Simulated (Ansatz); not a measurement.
MnSe: do energies and stresses tell the same story?

Computed with DFT PBEsol, scalar-relativistic, plane waves, PAW (Ansatz 0.2.0).

Plane waves to 420 eV, a k mesh through Γ of 14×14×14 on the computed 2-atom cell and Gaussian smearing (0.10 eV); collinear spin from starting moments 4.38 0 μB.

Relaxed cell: Fm-3m, a = 5.246 Å, b = 5.246 Å, c = 5.246 Å, α = 90.00°, β = 90.00°, γ = 90.00°, 2 atoms in the primitive cell.

Energies at zero smearing and pressures from the stress tensor, at volumes with shape and atoms relaxed:
| V (Å³/atom) | E − E(first) (meV/atom) | P (GPa) |
| --- | --- | --- |
| 16.964 | 0.00 | 4.20 |
| 17.505 | -11.06 | 2.15 |
| 18.046 | -14.92 | 0.01 |
| 18.588 | -11.54 | -1.99 |
| 19.129 | -1.80 | -3.49 |

Question: Check P = −dE/dV between neighbouring volumes, and get the bulk modulus from the pressures alone.

Answer: With 1 eV/Å³ = 160.2 GPa:
```csv
middle V (Å³/atom),−ΔE/ΔV (GPa),mean P (GPa)
17.234,3.272,3.172
17.776,1.144,1.080
18.317,-1.001,-0.987
18.859,-2.883,-2.740
```

The two differ by 0.14 GPa at most. The mean of two end pressures misses the average over a step by about ΔV² P″/12, up to 0.06 GPa here; with that taken off 0.09 GPa remains. The stress is the derivative of the free energy, not of the energy at zero smearing, and with free energies 0.01 GPa remains. The largest site moment goes from 3.79 to 4.11 μB along the series, which bends P(V). Around V = 18.046 Å³/atom, the two neighbours give B = −V ΔP/ΔV = 18.046 × 4.13 / 1.083 = 68.9 GPa, against B0 = 68.9 GPa from the Birch–Murnaghan fit of the energies, which describes these points poorly (B0' = 1.0).

The cell holds one magnetic atom, so it can only be ferromagnetic; an antiferromagnetic order may lie lower.

Only this magnetic start was tried.